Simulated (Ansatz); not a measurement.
Ansatz (an electronic-structure program) input:

Ansatz 0.2 input:
```yaml
crystal:
  lattice:
    - [4.6896084914, 0.0, 0.0]
    - [0.0, 4.6896084914, 0.0]
    - [0.0, 0.0, 4.6896084914]
  atoms:
    - { symbol: Ru, position: [0.1310908057, 0.1310908057, 0.1310908057] }
    - { symbol: Ru, position: [0.6310908057, 0.3689091943, 0.8689091943] }
    - { symbol: Ru, position: [0.8689091943, 0.6310908057, 0.3689091943] }
    - { symbol: Ru, position: [0.3689091943, 0.8689091943, 0.6310908057] }
    - { symbol: Si, position: [0.8382519945, 0.8382519945, 0.8382519945] }
    - { symbol: Si, position: [0.3382519945, 0.6617480055, 0.1617480055] }
    - { symbol: Si, position: [0.1617480055, 0.3382519945, 0.6617480055] }
    - { symbol: Si, position: [0.6617480055, 0.1617480055, 0.3382519945] }
kpoints:
  mp_grid: { grid: [5, 5, 5] }
  band_path:
    path:
      - [[0.0, 0.0, 0.0], [0.0, 0.5, 0.0], [0.5, 0.5, 0.0], [0.0, 0.0, 0.0], [0.5, 0.5, 0.5], [0.0, 0.5, 0.0]]  # Γ-X-M-Γ-R-X
      - [[0.5, 0.5, 0.5], [0.5, 0.5, 0.0], [0.5, 0.0, 0.0]]  # R-M-X_1
      - [VBM, CBM]
    npoints: 10
basis: { xc_grid: 2 }
hamiltonian:
  xc: pbesol
  pseudopotentials: { kind: paw }
magnetization: { noncollinear: true, spin_orbit: true }
scf:
  n_extra_bands: 16
  convergence: { dr2_threshold: 0.0000000001 }
  occupations: { method: gaussian, width: 0.01 }
checkpoint: { write: soc.run }
output: { eigenvalues: true }
```

Output (shortened):

```
Pseudopotential: Ru, paw_fr, valence charge 16
Pseudopotential: Si, paw_fr, valence charge 4
Functional definition: PBEsol
non-collinear run that drives no moment, with spin-orbit …
Crystal: 8 atoms, lattice volume = 103.136 Å³
Basis set: ecut = 420 eV, 2007 PW (Γ), exchange–correlation on 64×64×64 points (8 copies of the dense FFT grid, shifted against one another)
Bands: 96, of which v1, the nominal top of the filled ones, is band 80 counted from 1 (79 counted from 0)
Symmetry: 12 space group operations + 12 with time reversal
k-points: 11 of 125 (time reversal used)
Projection manifold: j_resolved (fully-relativistic pseudo-atomic orbitals)
SCF iter   1: F=—  HF=-25768.038376 eV  |F-HF|=—  |Δ(HF+E_count)|=         —  Δρ=1.24e-1  dr2=1.78e1  dr2_m=0.00e0 (ungated)  ethr=3.10e-3  |M|=0.00e0 ∫|m|=0.00e0 μB  |m|>n=0.0e0 m-floor=0.0e0 τ_xc=0.0e0  β_m=0.30  ⟨swp⟩=6.0  Hψ=4631  notcnv=0  defer=8
preconditioner: auto → Resta (q_TF=auto, 2.615 Å⁻¹)
spin=Noncollinear: Resta preconditioning applied to the charge; magnetization (m_x, m_y, m_z) channels mix plain (no charge-response kernel on spin).
SCF iter   2: F=—  HF=-25764.772770 eV  |F-HF|=—  |Δ(HF+E_count)|=    3.27e0  Δρ=6.41e-2  dr2=3.80e0  dr2_m=0.00e0 (ungated)  ethr=3.10e-3  |M|=0.00e0 ∫|m|=0.00e0 μB  |m|>n=0.0e0 m-floor=0.0e0 τ_xc=0.0e0  β_m=0.43  ⟨swp⟩=3.2  Hψ=2133  notcnv=0  defer=112
SCF iter   3: F=—  HF=-25763.869942 eV  |F-HF|=—  |Δ(HF+E_count)|=   9.03e-1  Δρ=2.13e-2  dr2=3.39e-1  dr2_m=0.00e0 (ungated)  ethr=3.10e-3  |M|=0.00e0 ∫|m|=0.00e0 μB  |m|>n=0.0e0 m-floor=0.0e0 τ_xc=0.0e0  β_m=0.71  ⟨swp⟩=2.1  Hψ=1482  notcnv=0  defer=112
SCF iter   4: F=—  HF=-25763.787670 eV  |F-HF|=—  |Δ(HF+E_count)|=   8.23e-2  Δρ=5.12e-3  dr2=2.56e-2  dr2_m=0.00e0 (ungated)  ethr=4.23e-4  |M|=0.00e0 ∫|m|=0.00e0 μB  |m|>n=0.0e0 m-floor=0.0e0 τ_xc=0.0e0  β_m=0.79  ⟨swp⟩=2.0  Hψ=1805  notcnv=0  defer=112
SCF iter   5: F=—  HF=-25763.780867 eV  |F-HF|=—  |Δ(HF+E_count)|=   6.80e-3  Δρ=5.76e-4  dr2=4.00e-4  dr2_m=0.00e0 (ungated)  ethr=3.21e-5  |M|=0.00e0 ∫|m|=0.00e0 μB  |m|>n=0.0e0 m-floor=0.0e0 τ_xc=0.0e0  β_m=0.88  ⟨swp⟩=2.0  Hψ=1854  notcnv=0  defer=112
SCF iter   6: F=—  HF=-25763.780765 eV  |F-HF|=—  |Δ(HF+E_count)|=   1.02e-4  Δρ=1.31e-4  dr2=1.54e-5  dr2_m=0.00e0 (ungated)  ethr=5.00e-7  |M|=0.00e0 ∫|m|=0.00e0 μB  |m|>n=0.0e0 m-floor=0.0e0 τ_xc=0.0e0  β_m=0.94  ⟨swp⟩=2.0  Hψ=1760  notcnv=0  defer=112
SCF iter   7: F=—  HF=-25763.780757 eV  |F-HF|=—  |Δ(HF+E_count)|=   8.18e-6  Δρ=2.04e-5  dr2=4.40e-7  dr2_m=0.00e0 (ungated)  ethr=1.93e-8  |M|=0.00e0 ∫|m|=0.00e0 μB  |m|>n=0.0e0 m-floor=0.0e0 τ_xc=0.0e0  β_m=0.97  ⟨swp⟩=2.1  Hψ=1434  notcnv=0  defer=112
SCF iter   8: F=—  HF=-25763.781000 eV  |F-HF|=—  |Δ(HF+E_count)|=   2.43e-4  Δρ=3.64e-6  dr2=1.17e-8  dr2_m=0.00e0 (ungated)  ethr=5.50e-10  |M|=0.00e0 ∫|m|=0.00e0 μB  |m|>n=0.0e0 m-floor=0.0e0 τ_xc=0.0e0  β_m=0.99  ⟨swp⟩=2.0  Hψ=1418  notcnv=0  defer=112
SCF iter  10: F=-25763.781000 eV  HF=-25763.781000 eV  |F-HF|=3.64e-12  |Δ(HF+E_count)|=  1.24e-10  Δρ=1.37e-7  dr2=7.44e-12  dr2_m=0.00e0 (ungated)  ethr=1.00e-12  |M|=0.00e0 ∫|m|=0.00e0 μB  |m|>n=0.0e0 m-floor=0.0e0 τ_xc=0.0e0  ⟨swp⟩=10.1  Hψ=3272  notcnv=0
SCF 1 converged in 10 iterations: F = -25763.781000 eV  dr2 = 7.44e-12
NSCF: frozen V_eff on 24 k-points
NSCF: frozen V_eff on 24 k-points
NSCF: frozen V_eff on 24 k-points
NSCF: frozen V_eff on 24 k-points
NSCF: frozen V_eff on 15 k-points
NSCF: frozen V_eff on 24 k-points
NSCF: frozen V_eff on 4 k-points
NSCF: frozen V_eff on 8 k-points
NSCF: frozen V_eff on 20 k-points
NSCF: frozen V_eff on 24 k-points
NSCF: frozen V_eff on 4 k-points
NSCF: frozen V_eff on 24 k-points
NSCF: frozen V_eff on 4 k-points
NSCF: frozen V_eff on 10 k-points
NSCF: frozen V_eff on 6 k-points
NSCF: frozen V_eff on 10 k-points
NSCF: frozen V_eff on 17 k-points
NSCF: frozen V_eff on 17 k-points
NSCF: frozen V_eff on 5 k-points
NSCF: frozen V_eff on 9 k-points
NSCF: frozen V_eff on 10 k-points
NSCF: frozen V_eff on 83 k-points
SCF converged after 10 iterations
Magnetization: |M| = 0.0000 μB,  M = (+0.0000, +0.0000, +0.0000) μB
Absolute magnetization: 0.0000 μB (∫|m|)
  site 0: m = (+0.0000, +0.0000, +0.0000) μB, |m| = 0.0000 μB  (R = 0.98 Å)
  site 1: m = (+0.0000, +0.0000, +0.0000) μB, |m| = 0.0000 μB  (R = 0.98 Å)
  site 2: m = (+0.0000, +0.0000, +0.0000) μB, |m| = 0.0000 μB  (R = 0.98 Å)
  site 3: m = (+0.0000, +0.0000, +0.0000) μB, |m| = 0.0000 μB  (R = 0.98 Å)
  site 4: m = (+0.0000, +0.0000, +0.0000) μB, |m| = 0.0000 μB  (R = 0.98 Å)
  site 5: m = (+0.0000, +0.0000, +0.0000) μB, |m| = 0.0000 μB  (R = 0.98 Å)
  site 6: m = (+0.0000, +0.0000, +0.0000) μB, |m| = 0.0000 μB  (R = 0.98 Å)
  site 7: m = (+0.0000, +0.0000, +0.0000) μB, |m| = 0.0000 μB  (R = 0.98 Å)
Free energy (F): -25763.781000 eV
Harris-Foulkes:  -25763.781000 eV  (|F-HF|=3.64e-12)
Internal energy: -25763.781000 eV  (E = F + TS)
E sigma→0 (E₀):  -25763.781000 eV
Fermi energy:    18.441089 eV
--- Per-component energies (eV) ---
  E_band       = -347.154960
  E_kinetic    = 2246.582077
  E_local      = -6957.801791  (includes V_loc(G=0)·N_el)
  E_nonlocal   = 1480.576099
  E_hartree    = 2472.164653
  E_xc         = -988.763282
  E_vxc        = -1158.206134  (∫ρ·V_xc dr)
  E_paw        = -15600.702320  (= ΣΔE_a)
  E_vpaw       = -902.633833  (= ΣTr[D̂ρ^β])
  E_aug_tail   = -0.000707  (compensation charges beyond the density's cutoff)
  E_ewald      = -8416.981038
  E_core_change = 1.145308  (= ΣΔE_core)
  E_smearing   =  0.000000  (= −TS)
  E_closure    = 0.000000  (closes the sum)
  Σ components = -25763.781000   (vs F -25763.781000, Δ=0.00e0)
  [band-id]    e_kinetic+e_local+e_nonlocal+2·e_hartree+e_vxc+e_vpaw+e_augmentation_tail = -347.154981   (vs E_band -347.154960, Δ=-2.12e-5)
--- Band table (eV; the first three rows and the last of 11) ---
  k-point 0: bands = ["-54.2882", "-54.2882", "-54.2351", "-54.2351", "-54.2351", "-54.2351", "-54.2351", "-54.2351", "-26.7285", "-26.7285", "-26.7285", "-26.7285", "-26.7186", "-26.7186", "-26.5908", "-26.5908", "-23.4496", "-23.4496", "-23.4164", …
  k-point 1: bands = ["-54.2843", "-54.2843", "-54.2457", "-54.2457", "-54.2338", "-54.2338", "-54.2294", "-54.2294", "-26.7432", "-26.7358", "-26.7314", "-26.7255", "-26.7012", "-26.6958", "-26.6011", "-26.6009", "-23.4729", "-23.4352", "-23.4314", …
  k-point 2: bands = ["-54.2738", "-54.2738", "-54.2597", "-54.2597", "-54.2310", "-54.2310", "-54.2287", "-54.2287", "-26.7455", "-26.7395", "-26.7370", "-26.7318", "-26.6653", "-26.6626", "-26.6287", "-26.6277", "-23.4771", "-23.4616", "-23.4202", …
  k-point 10: bands = ["-54.2567", "-54.2567", "-54.2537", "-54.2537", "-54.2424", "-54.2424", "-54.2403", "-54.2403", "-26.7147", "-26.7127", "-26.7092", "-26.7047", "-26.6846", "-26.6775", "-26.6746", "-26.6707", "-23.4997", "-23.4985", "-23.3963", …
```

Cost: around 15 core-minutes (rough) on shared cores.

Space group P2_13. The cell was relaxed with PBEsol under the symmetry of its start. The run is not spin-polarised.

Potentials: the later of the program's two PAW sets.

Ansatz is a plane-wave DFT program.
